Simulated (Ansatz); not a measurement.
Crystals of one structure type (zinc blende), relaxed and computed with plane-wave PAW HSE06 (Ansatz code).

```tsv
crystal	a (Å)	gap (eV)	B₀ by P(V) fit (GPa)
BP	4.524	1.95	174
AlP	5.475	2.28	90.8
GaN	4.498	3.00	198
GaP	5.465	2.27	87.7
GaAs	5.683	1.29	72.3
```

All cells were relaxed under the symmetry of their starts (and spin orders); stability against distortions was not tested throughout. Scalar-relativistic: spin–orbit coupling is off unless named, which matters more the heavier the elements.

Potentials: the earlier of the program's two PAW sets. The files were generated under PBE; for other functionals the program regenerates the frozen cores, and for LDA and PBEsol the local potential too.
